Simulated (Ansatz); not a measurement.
# Data sheet: BAs (DFT)

BAs (rock salt, Fm-3m), a = 4.571 Å, b = 4.571 Å, c = 4.571 Å, α = 90.00°, β = 90.00°, γ = 90.00°; the cell used has 2 atoms.

Space group Fm-3m (No. 225), rock salt; conventional cell a = b = c = 4.571 Å, α = β = γ = 90.00°.

Method: the program Ansatz at the PBEsol level (PAW). Geometry: relaxed at this level of theory. Other levels are named where they apply.

Cell and energy:

```json
{
 "volume_per_atom": "11.94 Å³",
 "density": "5.96 g/cm³",
 "Formation energy from the elements (no fitted shifts)": "0.80 eV/atom"
}
```

Electronic structure:

```json
{
  "electronic_character": "metallic (no gap)",
  "Density of states at the Fermi level": "0.37 states/eV per atom (mean over ±0.08 eV)",
  "Gap with spin–orbit coupling": "none (metallic)"
}
```

Mechanics:

```json
{
  "Bulk modulus (Birch–Murnaghan fit)": "142 GPa",
  "Pressure derivative B′": "4.1",
  "Elastic constants (relaxed ions, GPa)": "C11 = 229, C12 = 97.1, C44 = 60.3",
  "mechanical_stability": "stable (all eigenvalues of C positive)",
  "hill_bulk_and_shear_moduli": "141 and 62.5 GPa",
  "Young's modulus": "163 GPa",
  "Poisson's ratio": "0.31",
  "debye_temperature_from_the_elastic_constants": "472 K"
}
```

Phonons:

```json
{
 "zone_centre_stability": "unstable, softest mode 94i cm⁻¹"
}
```

The start of the workflow was typed in or built on a structure type; neither database checked (COD, Materials Project) lists it. It is not the phase usual at ambient conditions (space group No. 216). The PBEsol relaxation kept the symmetry of its start. Its formation energy is positive at this level, so the cell may be metastable or incomplete. As this level gives no gap, shear constants depend on the k-mesh and smearing (Fermi–Dirac, 0.1 eV here). As this level gives no gap, phonon frequencies hold no LO–TO term and depend on the k-mesh and smearing (Fermi–Dirac, 0.1 eV here). The references are the lowest solids computed at this level, not always the standard phases. Spin–orbit coupling is left out wherever it is not named.

Potentials: the earlier of the program's two PAW sets. The files were generated under PBE; for other functionals the program regenerates the frozen cores, and for LDA and PBEsol the local potential too.
